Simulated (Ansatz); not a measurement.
Clean, relaxed (001) surface of Co, space group P6_3/mmc (No. 194) (top face towards +c; atoms held fixed, by place in the list: 1):

```yaml
crystal:
  lattice:
    - [2.45642, 0.00000, 0.00000]
    - [-1.22821, 2.12732, 0.00000]
    - [0.00000, 0.00000, 20.96947]
  atoms:
    - { symbol: Co, position: [0.66667, 0.33333, 0.40535] }
    - { symbol: Co, position: [0.33333, 0.66667, 0.49864] }
    - { symbol: Co, position: [0.66667, 0.33333, 0.59193] }
```

These are results of DFT PBEsol, scalar-relativistic, plane waves, PAW (Ansatz), not measurements. Cutoff 420 eV; k points 12×12×1 on the computed 3-atom cell (Γ-centred); Gaussian smearing, width 0.10 eV; collinear spin from starting moments 1.8 1.8 1.8 μB. A dipole correction removes the field between periodic images along c.

N (atom) is adsorbed on the top face, one adsorbate per 5.2 Å², and relaxed from 3 starting sites (fractions of a and b). The adsorption energy is E(slab + adsorbate) − E(slab) − E(free adsorbate, spin-polarised where open-shell). Heights count from the highest slab atom after relaxation. Δφ is the top face's. Δp counts per cell along +c. Bonded neighbours lie within 1.25 times the sum of covalent radii (1.35 for H) and, on that scale, within 12 % of the closest. With the adsorbate the cell is lengthened along c to keep the vacuum.

| start | ends at | E_ads (eV) | height (Å) | shortest contact | Δφ (eV) | Δp (e·Å) |
| --- | --- | --- | --- | --- | --- | --- |
| top (Co) at (0.67, 0.33) | (0.67, 0.33), 1 bonded neighbour (Co) | -3.47 | 1.57 | N–Co 1.57 Å | +1.96 | -0.053 |
| hollow (Co-Co-Co) at (0.00, 0.00) | (0.00, 0.00), 3 bonded neighbours (Co) | -4.82 | 1.06 | N–Co 1.77 Å | +2.06 | -0.056 |
| bridge (Co-Co) at (0.17, 0.83) | (0.33, 0.67), 3 bonded neighbours (Co) | -4.84 | 1.07 | N–Co 1.78 Å | +2.10 | -0.057 |

Among the sites tried, the lowest end comes from the bridge (Co-Co) at (0.17, 0.83) start; the hollow (Co-Co-Co) at (0.00, 0.00) start ended within 0.02 eV of it, though not always at the same place; other sites may lie lower.

Each end is the local minimum or symmetric point that its start leads to. The slab is only 4.0 Å thick, so the energies aren't converged with thickness.

For at least one of the starts the bottom face's work function also shifts by over 0.1 eV: the slab is too thin to screen the adsorbate, so the work functions aren't converged with thickness.

Semilocal functionals without U can misjudge the magnetic state of such a slab.